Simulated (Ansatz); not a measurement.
HgTe:
```yaml
crystal:
  lattice:
    - [0.00000, 3.28369, 3.28369]
    - [3.28369, 0.00000, 3.28369]
    - [3.28369, 3.28369, 0.00000]
  atoms:
    - { symbol: Te, position: [0.25000, 0.25000, 0.25000] }
    - { symbol: Hg, position: [0.00000, 0.00000, 0.00000] }
```

Relaxed with HSE06.

Problem. Give the Bader charges and basin volumes of the independent atoms, HSE06 in the plane-wave PAW code Ansatz.

Solution. 

```tsv
atom	Bader charge (e)	Bader volume (Å³)
Te1	-0.21	40.6
Hg2	+0.21	30.2
```

Space group F-43m (zinc blende). The HSE06 relaxation kept the symmetry of its start. Spin–orbit coupling is left out wherever it is not named.

Potentials: the later of the program's two PAW sets.
